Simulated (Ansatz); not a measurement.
Relaxed-ion elastic tensor of LaN in space group P4/nmm (No. 129; La on 2c, N on 2a) in GPa (Voigt order), r²SCAN (plane waves, PAW; program Ansatz); density 6.96 g/cm³, 18.25 Å³ per atom.

```
74.1   193   8.4   0.0   0.0   0.0
 193  74.1   8.4   0.0   0.0   0.0
 8.4   8.4  72.2   0.0   0.0   0.0
 0.0   0.0   0.0  18.0   0.0   0.0
 0.0   0.0   0.0   0.0  18.0   0.0
 0.0   0.0   0.0   0.0   0.0   132
```

### Question
Is the crystal mechanically stable?

### Answer
No: the smallest eigenvalue of C is -118 GPa.

The first step of the workflow began from a Materials Project structure, measured or hypothetical; the Crystallography Open Database copy checked does not list it. COD files the formula under space group No. 225. Its standing as an ambient phase is unchecked. The r²SCAN relaxation kept the symmetry of its start. At this level the phase is mechanically unstable. Scalar-relativistic: spin–orbit coupling is off unless named, which matters more the heavier the elements.

Potentials: the later of the program's two PAW sets.
